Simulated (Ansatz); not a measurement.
Here is the system:

WSe2:
```
WSe2
1.0
    3.31493     0.00000     0.00000
   -1.65747     2.87081     0.00000
    0.00000     0.00000    13.71958
W Se
2 4
Direct
  0.66667   0.33333   0.75000
  0.33333   0.66667   0.25000
  0.33333   0.66667   0.87109
  0.66667   0.33333   0.12891
  0.66667   0.33333   0.37109
  0.33333   0.66667   0.62891
```

This is the r²SCAN-relaxed structure.

Task: All from r²SCAN (plane waves, PAW; program Ansatz), unless another level is named. Predict the formation energy from the elements (no fitted shifts).

Result: -0.61 eV/atom.

Task: Give the smallest direct gap on the standard path.

Result: 1.59 eV.

Task: And the band gap?

Result: 1.33 eV (indirect).

Task: And the conduction-band minimum?

Result: on the K–Γ line, 46 % of the way from K (6 equivalent valleys).

Task: What about the valence-band maximum?

Result: at Γ.

Space group P6_3/mmc. The cell was relaxed with r²SCAN under the symmetry of its start. The run is not spin-polarised. A crystal of weakly bound layers computed without a dispersion correction: the cell and the soft elastic constants depend strongly on that. The references are the lowest solids computed at this level, not always the standard phases. Scalar-relativistic: spin–orbit coupling is off unless named, which matters more the heavier the elements.

Potentials: the earlier of the program's two PAW sets.
